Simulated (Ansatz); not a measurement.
NiS2:
```cif
data_Ni2S4
_chemical_formula_sum 'Ni2 S4'
_space_group_name_H-M_alt 'P 1'
_space_group_IT_number 1
_cell_length_a 4.08595
_cell_length_b 5.22152
_cell_length_c 5.32034
_cell_angle_alpha 90.000
_cell_angle_beta 112.834
_cell_angle_gamma 90.000
loop_
_space_group_symop_operation_xyz
  'x, y, z'
loop_
_atom_site_label
_atom_site_type_symbol
_atom_site_fract_x
_atom_site_fract_y
_atom_site_fract_z
_atom_site_occupancy
Ni1 Ni 0.00000 0.00000 0.00000 1
Ni2 Ni 0.00000 0.50000 0.50000 1
S1 S 0.84989 0.88303 0.33254 1
S2 S 0.15011 0.38303 0.16746 1
S3 S 0.84989 0.61697 0.83254 1
S4 S 0.15011 0.11697 0.66746 1
```

Relaxed with r²SCAN.

Q: Which orbitals make up the states near the band edges in plane-wave PAW r²SCAN (Ansatz code)?

A: Top 1 eV of the valence band: Ni 3d 66 %, S 3p 28 %. Bottom 1 eV of the conduction band: S 3p 51 %, Ni 3d 40 %, S 3s 5 %. Projections are on Löwdin-orthogonalised atomic valence shells; empty p or d shells of many metals are not among them.

Q: Tabulate the density of states.

A: States/eV per cell of 6 atoms, in 0.25 eV bins, energy from the valence-band maximum.

```csv
E (eV),total,S 3p,Ni 3d,S 3s
-7.85,0.12,0.10,0.01,0.00
-7.60,6.08,5.05,0.47,0.15
-7.35,4.02,3.14,0.47,0.17
-7.10,2.91,2.19,0.36,0.14
-6.85,2.44,1.84,0.31,0.11
-6.60,1.16,0.94,0.11,0.03
-6.35,2.64,1.99,0.31,0.15
-6.10,2.81,2.13,0.35,0.19
-5.85,2.83,2.14,0.42,0.18
-5.60,3.39,2.54,0.58,0.15
-5.35,4.68,3.42,0.97,0.14
-5.10,5.84,3.98,1.55,0.14
-4.85,5.98,3.85,1.86,0.11
-4.60,4.72,3.29,1.17,0.11
-4.35,3.21,2.33,0.67,0.10
-4.10,3.75,2.78,0.71,0.12
-3.85,3.70,2.72,0.74,0.10
-3.60,3.09,2.06,0.85,0.06
-3.35,4.30,2.28,1.80,0.09
-3.10,5.71,2.40,3.06,0.09
-2.85,5.73,2.06,3.45,0.06
-2.60,8.31,1.72,6.33,0.07
-2.35,6.13,2.11,3.80,0.04
-2.10,2.43,0.83,1.53,0.01
-1.85,8.44,0.45,7.79,0.03
-1.60,10.73,1.06,9.27,0.08
-1.35,10.49,1.45,8.53,0.12
-1.10,5.98,0.88,4.72,0.09
-0.85,8.13,2.08,5.54,0.18
-0.60,2.90,0.96,1.77,0.05
-0.35,0.94,0.38,0.52,0.01
-0.10,0.41,0.17,0.22,0.00
0.15,0.00,0.00,0.00,0.00
0.40,0.70,0.28,0.35,0.05
0.65,4.74,2.23,2.06,0.28
0.90,5.58,2.95,2.16,0.25
1.15,2.25,1.28,0.75,0.10
1.40,1.33,0.81,0.37,0.06
1.65,1.09,0.76,0.19,0.05
1.90,2.65,1.93,0.22,0.17
2.15,3.95,2.83,0.40,0.28
2.40,3.58,2.60,0.38,0.23
2.65,4.60,3.50,0.41,0.24
2.90,1.37,1.06,0.13,0.06
3.15,0.16,0.13,0.02,0.01
3.40,0.00,0.00,0.00,0.00
3.65,0.00,0.00,0.00,0.00
3.90,0.28,0.02,0.00,0.00
4.15,1.16,0.08,0.02,0.02
4.40,1.38,0.10,0.02,0.02
4.65,1.92,0.15,0.03,0.02
4.90,2.46,0.22,0.04,0.04
5.15,3.10,0.30,0.05,0.09
```

Space group P2_1/c. The workflow started from a Materials Project entry (that database holds measured and hypothetical structures alike); the Crystallography Open Database copy checked does not list it. COD files the formula under space group No. 205, so this cell is another polymorph or a model. Its standing as an ambient phase is unchecked. The cell was relaxed with r²SCAN under the symmetry of its start; its stability against distortions is not shown here. The run is not spin-polarised. A crystal of weakly bound layers computed without a dispersion correction: the cell and the soft elastic constants depend strongly on that.

Potentials: the earlier of the program's two PAW sets.
